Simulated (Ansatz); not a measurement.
NiSb:
```yaml
crystal:
  lattice:
    - [3.97409, 0.00000, 0.00000]
    - [-1.98704, 3.44166, 0.00000]
    - [0.00000, 0.00000, 5.15950]
  atoms:
    - { symbol: Ni, position: [0.00000, 0.00000, 0.00000] }
    - { symbol: Ni, position: [0.00000, 0.00000, 0.50000] }
    - { symbol: Sb, position: [0.33333, 0.66667, 0.25000] }
    - { symbol: Sb, position: [0.66667, 0.33333, 0.75000] }
```

This is the PBE-relaxed structure.

Question: All from DFT-PBE in the program Ansatz with PAW potentials, unless another level is named. Give the electronic character.

Answer: metallic (no gap).

Question: What about the density of states at the Fermi level?

Answer: 0.54 states/eV per atom (mean over ±0.08 eV).

Question: What about the formation energy from the elements (no fitted shifts)?

Answer: -0.26 eV/atom.

Question: Predict the gap with spin–orbit coupling.

Answer: none (metallic).

Space group P6_3/mmc (NiAs type). Symmetry was held in the PBE relaxation. The run is not spin-polarised. The references are the lowest solids computed at this level, not always the standard phases. Scalar-relativistic: spin–orbit coupling is off unless named, which matters more the heavier the elements.

Potentials: the later of the program's two PAW sets.
